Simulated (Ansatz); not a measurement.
Here is the system:

C:
```
C
1.0
    2.60036     0.00000     0.00000
    0.00000     2.60036     0.00000
    0.00000     0.00000     5.98743
C
6
Cartesian
  0.00000   0.00000   4.49058
  0.00000   0.00000   1.49686
  1.30018   0.00000   5.31818
  1.30018   0.00000   0.66926
  0.00000   1.30018   2.32446
  0.00000   1.30018   3.66297
```

This is the PBE-relaxed structure.

All from plane-wave PAW PBE (Ansatz code), unless another level is named. Give the electronic character.

metallic (no gap).

What about the density of states at the Fermi level?

0.10 states/eV per atom (mean over ±0.08 eV).

Space group P4_2/mmc. The start of the workflow was typed in or built on a structure type; neither database checked (COD, Materials Project) lists it. It is not the phase usual at ambient conditions (space group No. 194, 227). The PBE relaxation kept the symmetry of its start; its stability against distortions is not shown here.

Potentials: the later of the program's two PAW sets.
